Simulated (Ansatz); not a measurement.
Interlayer sliding in a free bilayer taken from bulk MoTe₂ (2H-MoS2 type, space group P6_3/mmc): the upper half of the atoms below is shifted in the plane.

```
CELL_PARAMETERS angstrom
      3.54214     0.00000     0.00000
      1.77107     3.06758     0.00000
      0.00000     0.00000    25.67987
ATOMIC_POSITIONS crystal
  Te 0.66667 0.66667 0.29196
  Mo 0.33333 0.33333 0.36176
  Te 0.66667 0.66667 0.43168
  Te 0.33333 0.33333 0.56832
  Mo 0.66667 0.66667 0.63824
  Te 0.33333 0.33333 0.70804
```

In-plane vectors a = (3.542, 0.000) Å, b = (1.771, 3.068) Å, area 10.87 Å². The shift is s times the vector a + b (length 6.135 Å), so s = 1 restores the start. Atoms relax along the normal only. γ = [E(shift) − E(0)] / area.

Method: r2SCAN+rVV10 (plane waves to 500 eV, PAW, scalar-relativistic; Ansatz, a first-principles code). k mesh 11×11×1 (Γ-centred), Fermi-Dirac smearing 0.05 eV. E is the zero-smearing estimate. MoTe2 is run without spin polarisation. MoTe2 was relaxed with its symmetry unable to fall. Spin-orbit coupling is left out, though Te is heavy. γ is measured from zero shift.

| s | γ (mJ/m²) |
|---|---|
| 0.000 | 0 |
| 0.083 | 34 |
| 0.167 | 94 |
| 0.250 | 130 |
| 0.333 | withheld |
| 0.417 | 132 |
| 0.500 | 104 |
| 0.583 | 70 |
| 0.667 | 55 |
| 0.750 | 60 |
| 0.833 | 52 |
| 0.917 | 24 |

Task: Fit a Fourier form (three harmonics of 1 − cos and sin) to the given rows and predict γ at s = 0.333.

Result: Least squares on the 11 given rows: γ = (42.8)·[1 − cos(2πs)] + (35.9)·sin(2πs) + (21.6)·[1 − cos(4πs)] + (-13.6)·sin(4πs) + (9.8)·[1 − cos(6πs)], in mJ/m²; root-mean-square residual 1.7 mJ/m². At 0.333 the fit gives 139 mJ/m²; the calculation gives 142 mJ/m², so the interpolation is off by -3 (-2.1 %). 

(The slope of γ gives the shear force per area between the displaced halves; near zero shift its curvature is an elastic stiffness.)
